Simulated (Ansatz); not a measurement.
Cells of Ir relaxed with r2SCAN (plane waves to 500 eV, PAW, scalar-relativistic; Ansatz, a program for electronic structure), each with a space-group label. One label is wrong.

**A**, labelled Fmmm (No. 69)
```
CELL_PARAMETERS angstrom
      0.00000     2.30220     4.89768
      1.33407     0.00000     4.89768
      1.33407     2.30220     0.00000
ATOMIC_POSITIONS crystal
  Ir 0.12737 0.12737 0.87262
  Ir 0.87262 0.87262 0.12737
```

**B**, labelled P6₃/mmc (No. 194)
```
CELL_PARAMETERS angstrom
      2.71935     0.00000     0.00000
     -1.35968     2.35503     0.00000
      0.00000     0.00000     8.88800
ATOMIC_POSITIONS crystal
  Ir 0.00000 0.00000 0.00000
  Ir 0.00000 0.00000 0.50000
  Ir 0.33333 0.66667 0.25000
  Ir 0.66667 0.33333 0.75000
```

**C**, labelled R32 (No. 155)
```xyz
3
Lattice="3.7047 0.0000 0.0000 0.0000 3.7047 0.0000 0.0000 0.0000 3.7047" Properties=species:S:1:pos:R:3 pbc="T T T"
Ir     0.0000     1.8523     1.8523
Ir     1.8523     0.0000     1.8523
Ir     1.8523     1.8523     0.0000
```

**D**, labelled Pm-3n (No. 223)
```
CELL_PARAMETERS angstrom
      4.90842     0.00000     0.00000
      0.00000     4.90842     0.00000
      0.00000     0.00000     4.90842
ATOMIC_POSITIONS crystal
  Ir 0.25000 0.00000 0.50000
  Ir 0.75000 0.00000 0.50000
  Ir 0.00000 0.50000 0.25000
  Ir 0.00000 0.50000 0.75000
  Ir 0.50000 0.25000 0.00000
  Ir 0.50000 0.75000 0.00000
  Ir 0.00000 0.00000 0.00000
  Ir 0.50000 0.50000 0.50000
```

Q: Which label is wrong, and what should it be (tolerance 0.01 Å)?

A: C: its symmetry is Pm-3m (No. 221), cP3; a = 3.7047 Å, b = 3.7047 Å, c = 3.7047 Å, α = 90.00°, β = 90.00°, γ = 90.00°.

Each run could gain symmetry but not lose that of its start, so entries can be saddle points. All of these are generated cells (placed on structure types, drawn at random, substituted or restacked) that were not matched to a known phase here.

No spin polarisation in the result.
